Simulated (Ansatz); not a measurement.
MgB3N3 in space group C2 (No. 5; Pearson symbol mS28) at seven volumes, r²SCAN (plane waves, PAW; program Ansatz), shape and atoms relaxed at each. One row is withheld.

```tsv
V (Å³/atom)	P (GPa)
15.872	?
16.396	0.63
16.919	0.26
17.442	0.00
17.965	-0.17
18.489	-0.27
19.012	-0.39
```

### Question
Fit the shown pressures and predict the withheld one.

### Answer
Third-order Birch–Murnaghan: P = (3/2)B₀(x^(7/2) − x^(5/2))[1 + (3/4)(B′ − 4)(x − 1)] with x = (V₀/V)^(2/3). Least squares on the six rows gives V₀ = 17.467 Å³/atom, B₀ = 7.152 GPa, B′ = 10.58. At V = 15.872, x = 1.0659 and P = 1.10 GPa. The run itself gave 1.08 GPa.

The start of the workflow was typed in or built on a structure type; neither database checked (COD, Materials Project) lists it. Whether it is the stable phase at ambient conditions was not checked. Symmetry was held in the r²SCAN relaxation; its stability against distortions is not shown here. The volume moved by 110 % from the start of the relaxation.

Potentials: the earlier of the program's two PAW sets.
